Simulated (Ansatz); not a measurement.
**Fields on a plane of InAgTe2 (chalcopyrite)**

```xyz
8
Lattice="-3.2844 3.2844 6.5016 3.2844 -3.2844 6.5016 3.2844 3.2844 -6.5016" Properties=species:S:1:pos:R:3 pbc="T T T"
Ag     0.0000     3.2844     3.2508
Ag     0.0000     0.0000     0.0000
In     3.2844     0.0000     3.2508
In     0.0000     0.0000     6.5016
Te     1.6422     1.6055    -1.6254
Te     1.6422     1.6789     4.8762
Te     1.6789    -1.6422     8.1269
Te     1.6055     4.9266     1.6254
```

The slice is a (001) plane (indices of the conventional cell) through the point (0.119, 0.125, 0.494) (fractional), spanned by u = [101] and v = [011] in vectors of this cell: u (6.57 Å) and v (6.57 Å, at 90° to u). It covers one period; positions are fractions (u, v).

Atoms on it: Te at (0.00, 0.00); Te at (0.51, 0.50).

These are PBE (plane waves to 420 eV, PAW, scalar-relativistic; Ansatz, a quantum-chemistry and plane-wave program) values and carry that method's errors. k mesh 7×7×7. Near the nuclei the fields are pseudised (PAW); where an atom keeps semicore shells as valence, they peak there. InAgTe2 was relaxed with its symmetry unable to fall. Spin-orbit coupling is left out, though Te is heavy.

| v \ u | 0.00 | 0.12 | 0.25 | 0.38 | 0.50 | 0.62 | 0.75 | 0.88 |
|---|---|---|---|---|---|---|---|---|
| 0.88 | x | <-3.0 | 3.2 | 4.1 | 4.8 | 5.0 | 4.0 | <-3.0 |
| 0.75 | 3.3 | 3.3 | 2.6 | 3.2 | 3.3 | 3.9 | 4.0 | 4.0 |
| 0.62 | 4.9 | 4.2 | 3.3 | <-3.0 | x | <-3.0 | 3.8 | 4.9 |
| 0.50 | 5.0 | 4.6 | 3.4 | x | x | x | 2.9 | 5.1 |
| 0.38 | 4.9 | 4.2 | 3.3 | <-3.0 | x | <-3.0 | 3.8 | 4.9 |
| 0.25 | 3.3 | 3.3 | 2.6 | 3.2 | 3.3 | 3.9 | 4.0 | 4.0 |
| 0.12 | x | <-3.0 | 3.2 | 4.1 | 4.8 | 5.0 | 4.0 | <-3.0 |
| 0.00 | x | x | 3.0 | 4.5 | 5.0 | 5.2 | 3.5 | x |

Values: electrostatic potential energy of an electron, from the cell's mean, in eV. Points within 1 Å of a nucleus are blanked (x), as the pseudised field means little there. Values under -3 eV are set to -3. The zero, the cell's mean, hangs on the PAW cores.

| v \ u | 0.00 | 0.09 | 0.19 | 0.28 | 0.38 | 0.47 | 0.56 | 0.66 | 0.75 | 0.84 | 0.94 |
|---|---|---|---|---|---|---|---|---|---|---|---|
| 0.88 | 0.45 | 0.53 | 0.62 | 0.23 | 0.06 | 0.03 | 0.04 | 0.07 | 0.22 | 0.65 | 0.52 |
| 0.75 | 0.49 | 0.41 | 0.22 | 0.18 | 0.31 | 0.48 | 0.44 | 0.20 | 0.13 | 0.18 | 0.41 |
| 0.62 | 0.03 | 0.04 | 0.12 | 0.45 | 0.63 | 0.47 | 0.50 | 0.65 | 0.27 | 0.08 | 0.04 |
| 0.50 | 0.01 | 0.01 | 0.14 | 0.57 | 0.45 | x | x | 0.53 | 0.52 | 0.06 | 0.01 |
| 0.38 | 0.03 | 0.04 | 0.12 | 0.45 | 0.63 | 0.47 | 0.50 | 0.65 | 0.27 | 0.08 | 0.04 |
| 0.25 | 0.49 | 0.41 | 0.22 | 0.18 | 0.31 | 0.48 | 0.44 | 0.20 | 0.13 | 0.18 | 0.41 |
| 0.12 | 0.45 | 0.53 | 0.62 | 0.23 | 0.06 | 0.03 | 0.04 | 0.07 | 0.22 | 0.65 | 0.52 |
| 0.00 | x | 0.23 | 0.59 | 0.33 | 0.04 | 0.01 | 0.01 | 0.05 | 0.45 | 0.56 | x |

Values: electron localisation function (ELF). Points within 0.5 Å of a nucleus are blanked (x), as the pseudised field means little there.
